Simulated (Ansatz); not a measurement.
NbSiB (Cmcm), relaxed with PBE (Ansatz, a quantum-chemistry and plane-wave program, plane waves, PAW): a = 3.2987 Å, b = 13.5239 Å, c = 3.1866 Å, α = 90.00°, β = 90.00°, γ = 90.00°.

```
Quantity        Value
--------------  -----
ΔH_f (eV/atom)  -0.60
```

**Question.** The same phase is relaxed and computed with r²SCAN in the same code. What are the cell and these values now?

**Answer.** a = 3.290 Å, b = 13.452 Å, c = 3.178 Å, α = β = γ = 90.00°.

- ΔH_f (eV/atom) = -0.61

Typed or built starts, not in the databases checked: NbSiB, Cmcm (Si on 4c, B on 4c, Nb on 4c). All cells were relaxed under the symmetry of their starts (and spin orders); stability against distortions was not tested throughout. Rows with no word on spin ran without spin polarisation. Spin–orbit coupling is left out wherever it is not named.

Potentials: the later of the program's two PAW sets.

Ansatz is a plane-wave DFT program.

Formation energies count from the lowest solids of the elements computed at the same level, not from gases.
